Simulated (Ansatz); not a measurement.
K2GeAs2:
```cif
data_As4Ge2K4
_chemical_formula_sum 'K4 Ge2 As4'
_space_group_name_H-M_alt 'P 1'
_space_group_IT_number 1
_cell_length_a 8.18147
_cell_length_b 8.18147
_cell_length_c 8.18147
_cell_angle_alpha 129.708
_cell_angle_beta 71.428
_cell_angle_gamma 132.813
loop_
_space_group_symop_operation_xyz
  'x, y, z'
loop_
_atom_site_label
_atom_site_type_symbol
_atom_site_fract_x
_atom_site_fract_y
_atom_site_fract_z
_atom_site_occupancy
K1 K 0.64168 0.66580 0.30747 1
K2 K 0.35832 0.33420 0.69253 1
K3 K 0.85832 0.16580 0.02412 1
K4 K 0.14168 0.83420 0.97588 1
Ge1 Ge 0.25000 0.75000 0.50000 1
Ge2 Ge 0.75000 0.25000 0.50000 1
As1 As 0.89488 0.67144 0.56632 1
As2 As 0.10512 0.32856 0.43368 1
As3 As 0.60512 0.17144 0.77656 1
As4 As 0.39488 0.82856 0.22344 1
```

Relaxed with PBEsol.

### Question
Tabulate the valence density and the electron localisation function along the shortest Ge–As contact (2.46 Å), PBEsol (plane waves, PAW; program Ansatz).

### Answer


| distance from Ge (Å) | density (e/Å³) | ELF |
|---|---|---|
| 0.25 | 28.13 | 0.02 |
| 0.37 | 12.57 | 0.03 |
| 0.49 | 4.80 | 0.11 |
| 0.62 | 1.95 | 0.24 |
| 0.74 | 1.02 | 0.36 |
| 0.86 | 0.68 | 0.45 |
| 0.98 | 0.55 | 0.54 |
| 1.11 | 0.51 | 0.65 |
| 1.23 | 0.51 | 0.72 |
| 1.35 | 0.55 | 0.71 |
| 1.48 | 0.62 | 0.66 |
| 1.60 | 0.80 | 0.62 |
| 1.72 | 1.34 | 0.56 |
| 1.85 | 2.86 | 0.45 |
| 1.97 | 6.41 | 0.30 |
| 2.09 | 12.97 | 0.18 |
| 2.21 | 21.98 | 0.15 |

The density is the valence pseudo-density with augmentation charge, so density and ELF within about 1 Å of a nucleus are not all-electron values.

Space group Ibam. The workflow started from a Materials Project entry (that database holds measured and hypothetical structures alike); the Crystallography Open Database files this formula in space group No. 72, but the cells were not matched. Its standing as an ambient phase is unchecked. Symmetry was held in the PBEsol relaxation; whether a distortion lowers the energy is not shown.

Potentials: the later of the program's two PAW sets.
